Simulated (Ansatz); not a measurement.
PtC:
```yaml
crystal:
  lattice:
    - [0.00000, 2.33451, 2.33451]
    - [2.33451, 0.00000, 2.33451]
    - [2.33451, 2.33451, 0.00000]
  atoms:
    - { symbol: Pt, position: [0.00000, 0.00000, 0.00000] }
    - { symbol: C, position: [0.25000, 0.25000, 0.25000] }
```

Relaxed with PBEsol. Special points in fractions of this cell's reciprocal vectors: Γ (0.000, 0.000, 0.000); X (0.500, 0.000, 0.500); U (0.625, 0.250, 0.625); K (0.375, 0.375, 0.750); L (0.500, 0.500, 0.500); W (0.500, 0.250, 0.750).

### Question
List the band energies nearest the Fermi level at these points for DFT-PBEsol in the program Ansatz with PAW potentials.

### Answer
In eV from the Fermi level; about four levels below and three above (degenerate sets whole), none deeper than 8.9 eV; … stands for higher levels left out; points with the same levels are listed once.

```json
[
 {"k": "Γ", "below": "-7.57 -7.57 -7.57 -4.03 -4.03", "above": "2.82 …"},
 {"k": "X", "below": "-3.19 -1.82 -0.64 -0.64", "above": "…"},
 {"k": "U", "below": "-4.87 -3.71 -1.88 -0.19", "above": "0.79 …"},
 {"k": "L", "below": "-6.75 -3.55 -3.55 -2.59", "above": "2.40 2.40 …"},
 {"k": "W", "below": "-3.97 -3.11 -2.63 -0.84", "above": "1.19 …"}
]
```

Space group F-43m (zinc blende). The start of the workflow was typed in or built on a structure type; neither database checked (COD, Materials Project) lists it. Whether it is the stable phase at ambient conditions was not checked. The cell was relaxed with PBEsol under the symmetry of its start; whether a distortion lowers the energy is not shown. The run is not spin-polarised. Its formation energy is positive at this level, so the cell may be metastable or incomplete. Scalar-relativistic: spin–orbit coupling is off unless named, which matters more the heavier the elements.

Potentials: the later of the program's two PAW sets.
